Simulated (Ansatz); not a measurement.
Cd started on a Ta site in cubic perovskite KTaO3, 40 atoms, charge −1

These are results of DFT, r2SCAN, PAW, plane waves (Ansatz 0.2.0), not measurements.

Input:

```yaml
crystal:
  lattice:
    - [7.970878, 0.000000, 0.000000]
    - [0.000000, 7.970878, 0.000000]
    - [0.000000, 0.000000, 7.970878]
  atoms:
    - { symbol: K, position: [0.003911, 0.003027, 0.002772] }
    - { symbol: K, position: [0.003548, 0.002674, 0.497076] }
    - { symbol: K, position: [0.003732, 0.497226, 0.002332] }
    - { symbol: K, position: [0.003369, 0.496897, 0.497050] }
    - { symbol: K, position: [0.498087, 0.002599, 0.002676] }
    - { symbol: K, position: [0.497997, 0.002503, 0.496703] }
    - { symbol: K, position: [0.497963, 0.497078, 0.002323] }
    - { symbol: K, position: [0.497624, 0.496662, 0.496660] }
    - { symbol: Cd, position: [0.250669, 0.249878, 0.249725] }
    - { symbol: Ta, position: [0.250304, 0.250250, 0.749710] }
    - { symbol: Ta, position: [0.251484, 0.749798, 0.248757] }
    - { symbol: Ta, position: [0.250764, 0.750371, 0.749013] }
    - { symbol: Ta, position: [0.750786, 0.249224, 0.250580] }
    - { symbol: Ta, position: [0.750215, 0.249768, 0.750376] }
    - { symbol: Ta, position: [0.751393, 0.749249, 0.249678] }
    - { symbol: Ta, position: [0.750740, 0.749820, 0.749677] }
    - { symbol: O, position: [0.257432, 0.245008, 0.986899] }
    - { symbol: O, position: [0.255767, 0.242716, 0.512567] }
    - { symbol: O, position: [0.250807, 0.747881, 0.999021] }
    - { symbol: O, position: [0.250985, 0.749941, 0.503145] }
    - { symbol: O, position: [0.750827, 0.249709, 0.996276] }
    - { symbol: O, position: [0.752499, 0.249897, 0.500378] }
    - { symbol: O, position: [0.750291, 0.750478, 0.999160] }
    - { symbol: O, position: [0.750211, 0.750379, 0.500250] }
    - { symbol: O, position: [0.987788, 0.256710, 0.241978] }
    - { symbol: O, position: [0.000122, 0.249778, 0.749313] }
    - { symbol: O, position: [0.997368, 0.750446, 0.249546] }
    - { symbol: O, position: [0.000268, 0.749302, 0.750224] }
    - { symbol: O, position: [0.513598, 0.255904, 0.244219] }
    - { symbol: O, position: [0.504168, 0.249855, 0.748442] }
    - { symbol: O, position: [0.501495, 0.751058, 0.249563] }
    - { symbol: O, position: [0.501360, 0.749299, 0.750288] }
    - { symbol: O, position: [0.244360, 0.986961, 0.254976] }
    - { symbol: O, position: [0.250827, 0.996420, 0.751213] }
    - { symbol: O, position: [0.244689, 0.512806, 0.257816] }
    - { symbol: O, position: [0.250869, 0.500470, 0.749893] }
    - { symbol: O, position: [0.749945, 0.999212, 0.249844] }
    - { symbol: O, position: [0.751327, 0.999290, 0.749120] }
    - { symbol: O, position: [0.749838, 0.503328, 0.249819] }
    - { symbol: O, position: [0.751358, 0.500394, 0.749210] }
  symmetry: { detect: false }
kpoints:
  mp_grid: { grid: [1, 1, 1], shift: [0.25, 0.25, 0.25] }
hamiltonian:
  xc: r2scan
total_charge: -1
scf:
  occupations: { method: fermi_dirac, width: 0.01 }
output:
  forces: true
  eigenvalues: true
  populations: true
  charged_corrections: { epsilon: 200 }
  eigenstates: { kpoints: [[0.25, 0.25, 0.25]], e_range: [-6.0, 6.0], localisation: true }
```

Launch command:

```sh
ansatz run in.yaml --threads 2 --pin off --max-ram 20900MiB --runs-dir r --events-out ev --progress --plain
```

Output (machine lines and repeated set-up lines are left out; […] marks rows cut from tables):

```
Pseudopotentials: kind: paw
Functional definition: r2SCAN
  parameter k0 = 0.174
  parameter k1 = 0.065
  parameter a1 = 4.9479
  exchange = r2scan_x(k0 = k0, k1 = k1, a1 = a1)
  correlation = r2scan_c
Crystal: 40 atoms, lattice volume = 506.429 Å³
Basis set: ecut = 500 eV, 12965 PW (Γ), exchange–correlation on 240×240×240 points (64 copies of the dense FFT grid, shifted against one another)
Bands: 204, of which v1, the nominal top of the filled ones, is band 164 counted from 1 (163 counted from 0)
Symmetry: 1 space group operations
k-points: 1
Non-local potential: K, projectors of the file, l = 0: 3, l = 1: 2, l = 2: 2
Non-local potential: Cd, projectors of the file, l = 0: 3, l = 1: 2, l = 2: 2, l = 3: 1
Non-local potential: Ta, projectors of the file, l = 0: 3, l = 1: 2, l = 2: 2, l = 3: 1
Non-local potential: O, projectors of the file, l = 0: 2, l = 1: 2, l = 2: 1
PAW form: soft (Blöchl's): semilocal exchange-correlation on the pseudo side does not see the compensation charge
PAW frozen core: K, regenerated for the run's functional (the file was generated under x = pbe(κ = 0.804, μ = 0.2195149727645171), c = pbe(β = 0.06672455060314922))
PAW frozen core: Cd, regenerated for the run's functional (the file was generated under x = pbe(κ = 0.804, μ = 0.2195149727645171), c = pbe(β = 0.06672455060314922))
PAW frozen core: Ta, regenerated for the run's functional (the file was generated under x = pbe(κ = 0.804, μ = 0.2195149727645171), c = pbe(β = 0.06672455060314922))
PAW frozen core: O, regenerated for the run's functional (the file was generated under x = pbe(κ = 0.804, μ = 0.2195149727645171), c = pbe(β = 0.06672455060314922))
PAW one-centre angular grid: K, 302 points (default); XC on 160 Gauss nodes
PAW one-centre angular grid: Cd, 590 points (default); XC on 160 Gauss nodes
PAW one-centre angular grid: Ta, 590 points (default); XC on 160 Gauss nodes
PAW one-centre angular grid: O, 302 points (default); XC on 160 Gauss nodes
Initial density: superposition of atomic densities (neutral atoms scaled as one to the charged cell's electrons: chi_scale 0, normalization atom), corrected by the library's trained network
Initial wavefunctions: pseudopotential atomic-orbital guess
Functional: x = r2scan, c = r2scan; τ floored in thin density (d = 2e-4 eV/Å³)
SCF iter   1: F=—  HF=-103897.126170 eV  |F-HF|=—  |Δ(HF+E_count)|=         —  Δρ=1.77e-2  dr2=2.18e0  dr2_τ=2.04e0  ethr=1.77e-3  ⟨swp⟩=6.0  Hψ=767  notcnv=0  defer=5
preconditioner: auto → LDOS  [insulator: Δε(μ)=0.085 eV  Ē_g=14.245 eV  σ=0.010 eV  W_gap=0.97  n_scr=146 (ndim 8)  ℏωp=26.0 eV  f_vac=0.015  D(μ)=5.56/eV (n_scr^D=26)  ε∞_Penn≈4.3  β→1.0]
SCF iter   2: F=—  HF=-103898.877046 eV  |F-HF|=—  |Δ(HF+E_count)|=    1.75e0  Δρ=4.47e-2  dr2=1.68e1  dr2_τ=8.30e-1  ethr=6.65e-4  ⟨swp⟩=3.0  Hψ=401  notcnv=0  defer=33  recentre
SCF iter   3: F=—  HF=-103897.471905 eV  |F-HF|=—  |Δ(HF+E_count)|=    1.41e0  Δρ=1.13e-2  dr2=9.64e-1  dr2_τ=1.87e-2  ethr=6.65e-4  ⟨swp⟩=3.0  Hψ=372  notcnv=0  defer=33
SCF iter   4: F=—  HF=-103897.341722 eV  |F-HF|=—  |Δ(HF+E_count)|=   1.30e-1  Δρ=8.20e-3  dr2=4.78e-1  dr2_τ=2.68e-2  ethr=2.94e-4  ⟨swp⟩=2.0  Hψ=241  notcnv=0  defer=33
SCF iter   5: F=—  HF=-103897.274711 eV  |F-HF|=—  |Δ(HF+E_count)|=   6.70e-2  Δρ=4.49e-3  dr2=1.71e-1  dr2_τ=5.25e-3  ethr=1.46e-4  ⟨swp⟩=2.0  Hψ=245  notcnv=0  defer=33
SCF iter   6: F=—  HF=-103897.252997 eV  |F-HF|=—  |Δ(HF+E_count)|=   2.17e-2  Δρ=2.92e-3  dr2=6.70e-2  dr2_τ=2.50e-3  ethr=5.20e-5  ⟨swp⟩=2.0  Hψ=238  notcnv=0  defer=33
SCF iter   7: F=—  HF=-103897.240497 eV  |F-HF|=—  |Δ(HF+E_count)|=   1.25e-2  Δρ=1.37e-3  dr2=9.15e-3  dr2_τ=5.13e-4  ethr=2.04e-5  ⟨swp⟩=2.0  Hψ=249  notcnv=0  defer=33
SCF iter   8: F=—  HF=-103897.239812 eV  |F-HF|=—  |Δ(HF+E_count)|=   6.85e-4  Δρ=8.77e-4  dr2=5.34e-3  dr2_τ=2.05e-4  ethr=2.79e-6  ⟨swp⟩=2.0  Hψ=318  notcnv=0  defer=33
SCF iter   9: F=—  HF=-103897.239249 eV  |F-HF|=—  |Δ(HF+E_count)|=   5.63e-4  Δρ=2.82e-4  dr2=4.77e-4  dr2_τ=2.71e-5  ethr=1.63e-6  ⟨swp⟩=2.0  Hψ=240  notcnv=0  defer=33
SCF iter  10: F=—  HF=-103897.239154 eV  |F-HF|=—  |Δ(HF+E_count)|=   9.55e-5  Δρ=1.45e-4  dr2=1.55e-4  dr2_τ=9.76e-6  ethr=1.45e-7  ⟨swp⟩=2.0  Hψ=284  notcnv=0  defer=33
SCF iter  11: F=—  HF=-103897.239118 eV  |F-HF|=—  |Δ(HF+E_count)|=   3.59e-5  Δρ=1.02e-4  dr2=8.97e-5  dr2_τ=4.50e-6  ethr=4.72e-8  ⟨swp⟩=3.0  Hψ=326  notcnv=0  defer=33
SCF iter  12: F=—  HF=-103897.238627 eV  |F-HF|=—  |Δ(HF+E_count)|=   4.91e-4  Δρ=3.22e-5  dr2=5.58e-6  dr2_τ=4.56e-7  ethr=2.73e-8  ⟨swp⟩=2.0  Hψ=241  notcnv=0  defer=33
SCF iter  13: F=—  HF=-103897.238626 eV  |F-HF|=—  |Δ(HF+E_count)|=   3.50e-8  Δρ=2.14e-5  dr2=3.49e-6  dr2_τ=1.38e-7  ethr=1.70e-9  ⟨swp⟩=2.0  Hψ=247  notcnv=0  defer=33
SCF iter  14: F=—  HF=-103897.238626 eV  |F-HF|=—  |Δ(HF+E_count)|=   2.32e-7  Δρ=1.04e-5  dr2=7.81e-7  dr2_τ=2.58e-8  ethr=1.06e-9  ⟨swp⟩=2.0  Hψ=174  notcnv=0  defer=33
SCF iter  15: F=—  HF=-103897.238626 eV  |F-HF|=—  |Δ(HF+E_count)|=   6.32e-8  Δρ=5.12e-6  dr2=2.02e-7  dr2_τ=7.45e-9  ethr=2.38e-10  ⟨swp⟩=2.0  Hψ=201  notcnv=0  defer=33
SCF iter  16: F=-103897.238626 eV  HF=-103897.238626 eV  |F-HF|=7.61e-8  |Δ(HF+E_count)|=   1.73e-8  Δρ=3.59e-6  dr2=8.58e-8  dr2_τ=3.52e-9  ethr=3.05e-11  ⟨swp⟩=13.0  Hψ=1040  notcnv=0
SCF 1 converged in 16 iterations: F = -103897.238626 eV  dr2 = 8.58e-8
  greatest PAW one-centre occupation: 1.001 electrons in one spin orbital (limit 2), on the Cd atom at site 8 (counted from 0), in its partial waves of l = 1
NSCF: frozen V_eff on 1 k-points
SCF converged after 16 iterations
Free energy (F): -103897.238626 eV
Harris-Foulkes:  -103897.238626 eV  (|F-HF|=7.61e-8)
Internal energy: -103897.233555 eV  (E = F + TS)
E sigma→0 (E₀):  -103897.236090 eV
Entropy (-TS):   -0.005072 eV (-0.127 meV/atom)
Fermi energy:    8.241770 eV
--- Per-component energies (eV) ---
  E_band       = -2549.271098
  E_kinetic    = 9366.253789
  E_local      = -20817.352650  (includes V_loc(G=0)·N_el)
  E_nonlocal   = 1379.816505
  E_hartree    = 7762.813455
  E_xc         = -4455.672791
  E_vxc        = -5854.277250  (∫ρ·V_xc dr)
  E_paw        = -73213.306517  (= ΣΔE_a)
  E_vpaw       = -2494.984500  (= ΣTr[D̂ρ^β])
  E_aug_tail   = 0.024962  (compensation charges beyond the density's cutoff)
  E_vtau       = 345.623091  (kinetic-family band-sum trace: ∫τ·v_τ [+ j·A + Jᵃ·Aᵃ] dr)
  E_ewald      = -23911.615513
  E_core_change = -8.194795  (= ΣΔE_core)
  E_smearing   = -0.005072  (= −TS)
  E_closure    = -0.000000  (closes the sum)
  E_deformation_potential = -18.591611  (in the stress; not in F)
  Σ components = -103897.238626   (vs F -103897.238626, Δ=0.00e0)
--- Forces (eV/Å), atoms counted from 1 ---
  atom   1  K     -0.00498143    -0.00521023    -0.00597758
  atom   2  K     -0.00710524    -0.00165077     0.00059499
  atom   3  K     -0.00158866     0.00304674    -0.00659359
  atom   4  K     -0.00174297     0.00191943     0.00688202
  atom   5  K      0.00253325    -0.00511094    -0.00274443
  atom   6  K      0.00668692    -0.00237414     0.00279813
  atom   7  K      0.00074409     0.00580941    -0.00108541
  atom   8  K      0.00517517     0.00502995     0.00583395
  atom   9  Cd     0.00526420    -0.00000572    -0.00023488
  atom  10  Ta    -0.01575631     0.01620039    -0.00009083
  atom  11  Ta     0.01939556    -0.01001171    -0.02154898
  atom  12  Ta     0.00007239     0.01034246     0.00109265
  atom  13  Ta     0.00821002    -0.02092312     0.02360222
  atom  14  Ta    -0.00897343     0.00560348    -0.00190177
  atom  15  Ta     0.00319804    -0.00384342    -0.00095098
  atom  16  Ta    -0.00131592    -0.00308774     0.00129361
  atom  17  O     -0.00518839     0.00381380    -0.01420831
  atom  18  O     -0.00027693     0.00859354     0.01212939
  atom  19  O     -0.00102342    -0.00158605     0.02960955
  atom  20  O     -0.00155125     0.00398242     0.00402240
  atom  21  O     -0.00267577    -0.00064907    -0.00454066
  atom  22  O      0.00071450     0.00001153    -0.02770588
  atom  23  O      0.00185522     0.00004987    -0.00567893
  atom  24  O      0.00043895    -0.00182124     0.00509494
  atom  25  O     -0.01694568    -0.01067454     0.00702048
  atom  26  O      0.02456090    -0.00256249    -0.00209001
  atom  27  O     -0.00483947    -0.00423272     0.00252275
  atom  28  O     -0.00418966     0.00315170    -0.00034376
  atom  29  O      0.01200848    -0.00452553     0.00173332
  atom  30  O      0.00760343    -0.00015723     0.00304873
  atom  31  O     -0.02833461     0.00421295     0.00194594
  atom  32  O      0.00716070    -0.00043995    -0.00149338
  atom  33  O      0.00257020    -0.01151323     0.00159879
  atom  34  O     -0.00175115    -0.00767198    -0.00516332
  atom  35  O      0.00085949     0.01874182    -0.00968530
  atom  36  O      0.00074589    -0.02600916     0.00304931
  atom  37  O     -0.00276133     0.02944048    -0.00218237
  atom  38  O      0.00039394    -0.00497814     0.00145631
  atom  39  O      0.00439448     0.00521214    -0.00125697
  atom  40  O     -0.00315077     0.00383456    -0.00003069
  max |Σ_I F_I| component: 4.33e-4 eV/Å
--- Charged-cell corrections in eV (Makov–Payne, q = -1.000 e, ε = 200.000) ---
  F (periodic)     = -103897.238626  (uncorrected; the corrections below are reported, never added to it)
  E_corr1          = +0.012814  (monopole, q²α_M/2εL)
  F Makov-Payne    = -103897.225812  (F + E_corr1; no measured alignment; for a localised charge, not one spread in a band: unchecked)
--- Band table (eV) ---
  k-point 0: bands = ["-95.1237", "-60.9584", "-60.8404", "-60.8398", "-60.8397", "-60.6208", "-60.6199", "-60.6195", "-55.2978", "-55.2693", "-55.2682", "-26.8459", "-26.8403", "-26.8402", "-26.7390", "-26.7379", "-26.7377", "-26.7359", "-26.7348", "-26.7343", "-26.7221", "-26.7211", "-26.7209", "-26.6913", "-26.6899", "-26.6894", "-26.5196", "-26.5191", "-26.5188", "-26.5141", "-26.5138", "-26.5 …
--- Löwdin populations: 40 sites ---
  site symbol       q [e]
     0      K      8.2030
     1      K      8.2030
     2      K      8.2030
     3      K      8.2030
     4      K      8.2029
     5      K      8.2030
     6      K      8.2030
     7      K      8.2030
     8     Cd     18.2273
     9     Ta     11.3059
    10     Ta     11.3061
    11     Ta     11.2671
    12     Ta     11.3061
    13     Ta     11.2671
    14     Ta     11.2671
    15     Ta     11.2546
    16      O      6.8432
    17      O      6.8431
    18      O      6.8109
    19      O      6.7961
    20      O      6.7964
    21      O      6.8110
    22      O      6.8036
    23      O      6.8036
    24      O      6.8434
    25      O      6.8097
    26      O      6.7968
    27      O      6.8037
    28      O      6.8438
    29      O      6.7987
    30      O      6.8100
    31      O      6.8035
    32      O      6.8439
    33      O      6.7986
    34      O      6.8434
    35      O      6.8096
    36      O      6.8100
    37      O      6.8034
    38      O      6.7968
    39      O      6.8037
  spilling = 0.005024 (of n_electrons = 328.000000)
```

Absolute energies hang on the potentials; compare differences alone.

The atoms are those of an earlier PBEsol relaxation. One k point and one spin start were run, so the state needn't be the lowest, and an added charge can sit in a band of the host.

Time: 46 s of wall time on 2 threads of an EPYC 7R13 processor, on a host shared with other runs; peak host memory 1.9 GiB.
